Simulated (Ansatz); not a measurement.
A geometry of Cu away from equilibrium: step 2 of the relaxation of a relaxed Cu cell, doubled along one cell vector, shaken by Gaussian noise of σ = 0.08 Å a coordinate. Calculation: r2SCAN (plane waves to 500 eV, PAW, scalar-relativistic; Ansatz, a quantum-chemistry and plane-wave program). Γ-centred k-mesh 16×8×16 on the run's cell (coarser than for final values), Fermi–Dirac smearing 0.05 eV.

```
Cu
1.0
   -1.42116     1.42321     1.42283
    2.83168    -2.84293     2.83151
    1.42286     1.42316    -1.42108
Cu
2
Direct
  0.02877   0.99847   0.02753
  0.03360   0.51734   0.04265
```

Question: Give the Cartesian forces on all atoms (eV/Å).

Answer: 
| atom | Fx | Fy | Fz |
|---|---|---|---|
| Cu1 | 0.43 | -0.10 | 0.43 |
| Cu2 | -0.43 | 0.10 | -0.43 |

Question: What is the pressure?

Answer: +1.1 GPa, compression positive.

Question: How much energy per atom can still be gained by relaxing?

Answer: 0.05 eV/atom; the path ends in Fm-3m (No. 225) (fcc (Cu type)).

No spin polarisation in the result.

The run could not lose the symmetry of its start.

Of the parent cell (Im-3m (No. 229)): it is a generated cell of Cu: the first start was made by placing the elements on the sites of a structure type, and the end was not matched to a known phase here, so it may be hypothetical. Known forms of Cu include space group No. 225.
